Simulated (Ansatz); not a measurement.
Here is the system:

Si3N4:
```cif
data_N32Si24
_chemical_formula_sum 'Si24 N32'
_space_group_name_H-M_alt 'Fd-3m :1'
_space_group_IT_number 227
_space_group_name_Hall 'F 4d 2 3 -1d'
_cell_length_a 7.73014
_cell_length_b 7.73014
_cell_length_c 7.73014
_cell_angle_alpha 90.000
_cell_angle_beta 90.000
_cell_angle_gamma 90.000
loop_
_atom_site_label
_atom_site_type_symbol
_atom_site_symmetry_multiplicity
_atom_site_Wyckoff_symbol
_atom_site_fract_x
_atom_site_fract_y
_atom_site_fract_z
_atom_site_occupancy
Si1 Si 16 c 0.12500 0.12500 0.12500 1
Si2 Si 8 b 0.50000 0.50000 0.50000 1
N1 N 32 e 0.36757 0.36757 0.36757 1
```
(The calculation used a cell of 14 atoms; values per cell refer to that cell.)

This is the r²SCAN-relaxed structure.

Q: All from DFT-r²SCAN in the program Ansatz with PAW potentials, unless another level is named. Estimate the Hill bulk and shear moduli.

A: 322 and 274 GPa.

Q: Give the zero-point energy.

A: 113.7 meV/atom.

Q: And the vibrational entropy at 300 K?

A: 7.3 J/(K·mol of atoms).

The r²SCAN relaxation kept the symmetry of its start; phonons on a q-mesh show no instability.

Potentials: the later of the program's two PAW sets.
